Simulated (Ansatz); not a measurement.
## GdSi3Ir: what a change of hamiltonian.xc, scf.eigensolver.kind, basis.ecutwfc does

Level of theory: PBEsol, collinear spin, scalar-relativistic; Ansatz, plane waves to 420 eV (PAW set soft_2), k-mesh 10×10×10. These are the settings of the reference run.

Cell:

```
Gd Ir Si
1.0
    -2.08173    2.08173    4.88256
     2.08173   -2.08173    4.88256
     2.08173    2.08173   -4.88256
Gd Ir Si
1 1 3
Direct
  0.00171 0.00171 0.00000
  0.34656 0.34656 0.00000
  0.58421 0.58421 0.00000
  0.23452 0.73452 0.50000
  0.73452 0.23452 0.50000
```

The reference run of this cell is solved again as a single point with these keys changed:

| key | reference run | changed run |
| --- | --- | --- |
| hamiltonian.xc | pbesol | r2scan |
| scf.eigensolver.kind | not typed | davidson |
| basis.ecutwfc | 420 | not typed |

Question: Does this change matter?

Answer: 

| quantity | reference run | changed run |
| --- | --- | --- |
| pressure (GPa) | 0.0 | 2.3 |
| largest force (eV/Å) | 0.00 | 0.05 |
| gap on the mesh (eV) | 0.00 | 0.00 |
| moment of the cell (μB) | 6.84 | 6.94 |

The Hamiltonian isn't the same, so energies aren't compared. It took 20 iterations.

Caveats: the reference run: Gd without a U keeps its half-filled shell, but its 4f levels lie too near the Fermi level; the reference run: open f or d shells may hold a state above the lowest; a single point, atoms not relaxed again.
